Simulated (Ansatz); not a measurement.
NbC$_{2}$:
```xyz
3
Lattice="-1.5996 1.5996 2.9445 1.5996 -1.5996 2.9445 1.5996 1.5996 -2.9445" Properties=species:S:1:pos:R:3 pbc="T T T"
Nb     0.0000     0.0000     0.0000
C      0.0000     0.0000     3.6265
C      0.0000     0.0000     2.2625
```

Relaxed with PBE. Special points in fractions of this cell's reciprocal vectors: Γ (0.000, 0.000, 0.000); X (0.000, 0.000, 0.500); P (0.250, 0.250, 0.250); N (0.000, 0.500, 0.000); M (0.500, 0.500, -0.500); S (0.324, 0.676, -0.324); S0 (-0.324, 0.324, 0.324); R (-0.148, 0.148, 0.500); G (0.500, 0.500, -0.148).

Q: List the band energies nearest the Fermi level at these points for PBE with spin–orbit coupling (plane waves, PAW; program Ansatz).

A: In eV from the Fermi level; about four levels below and three above (degenerate sets whole), none deeper than 8.9 eV; points with the same levels are listed once.

```
k                    below                above
-  -----------------------  -------------------
Γ  -2.78 -2.78 -2.71 -2.71  0.45 0.45 1.93 1.93
X  -4.21 -4.21 -0.72 -0.72  2.60 2.60 2.79 2.79
P  -2.41 -2.41 -2.39 -2.39  2.72 2.72 2.92 2.92
N  -6.35 -6.35 -4.41 -4.41  0.55 0.55 0.89 0.89
M  -3.62 -3.62 -3.02 -3.02  0.82 0.82 0.99 0.99
S  -6.05 -6.05 -4.35 -4.35  0.40 0.40 1.06 1.06
R  -2.99 -2.99 -0.41 -0.41  2.00 2.00 3.35 3.35
```

Space group I4/mmm (MoSi2 or CaC2 type). The start of the workflow was typed in or built on a structure type; neither database checked (COD, Materials Project) lists it. Whether it is the stable phase at ambient conditions was not checked. Symmetry was held in the PBE relaxation; its stability against distortions is not shown here. The run is not spin-polarised. The volume moved by -28 % from the start of the relaxation. Its formation energy is positive at this level, so the cell may be metastable or incomplete.

Potentials: the earlier of the program's two PAW sets.
